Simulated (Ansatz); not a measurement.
Rb$_{2}$LiYBr$_{6}$:
```cif
data_Br6LiRb2Y
_chemical_formula_sum 'Rb2 Li1 Y1 Br6'
_space_group_name_H-M_alt 'P 1'
_space_group_IT_number 1
_cell_length_a 7.49709
_cell_length_b 7.49709
_cell_length_c 7.49709
_cell_angle_alpha 60.000
_cell_angle_beta 60.000
_cell_angle_gamma 60.000
loop_
_space_group_symop_operation_xyz
  'x, y, z'
loop_
_atom_site_label
_atom_site_type_symbol
_atom_site_fract_x
_atom_site_fract_y
_atom_site_fract_z
_atom_site_occupancy
Rb1 Rb 0.75000 0.75000 0.75000 1
Rb2 Rb 0.25000 0.25000 0.25000 1
Li1 Li 0.50000 0.50000 0.50000 1
Y1 Y 0.00000 0.00000 0.00000 1
Br1 Br 0.74404 0.25596 0.25596 1
Br2 Br 0.25596 0.74404 0.74404 1
Br3 Br 0.25596 0.74404 0.25596 1
Br4 Br 0.74404 0.25596 0.74404 1
Br5 Br 0.25596 0.25596 0.74404 1
Br6 Br 0.74404 0.74404 0.25596 1
```

Relaxed with LDA.

Problem. Give the optical modes at the zone centre with their infrared and Raman activity from DFPT, LDA (plane waves, PAW; program Ansatz).

Solution. Transverse frequencies, without the LO–TO term; a row sums one degenerate level.

```tsv
ω (cm⁻¹)	degeneracy	IR ((D/Å)²/amu)	Raman (Å⁴/amu)	activity	symmetry
34i	3	0.00	0	silent	T1g
36	3	4.54	0	IR	T1u
37	3	0.00	1.3	Raman	T2g
45	3	0.00	0	silent	T2u
81	3	3.99	0	IR	T1u
83	3	0.00	42	Raman	T2g
150	2	0.00	3.4	Raman	Eg
195	1	0.00	59	Raman	A1g
213	3	23.38	0	IR	T1u
264	3	12.73	0	IR	T1u
```

Problem. How high does the top mode go among those that the LO–TO term moves?

Solution. 293 cm⁻¹ for q along x.

Space group Fm-3m. The first step of the workflow began from a Materials Project structure, measured or hypothetical; the Crystallography Open Database copy checked does not list it. Its standing as an ambient phase is unchecked. Symmetry was held in the LDA relaxation; phonons on a q-mesh show weakly imaginary modes. No spin polarisation was allowed.

Potentials: the later of the program's two PAW sets.
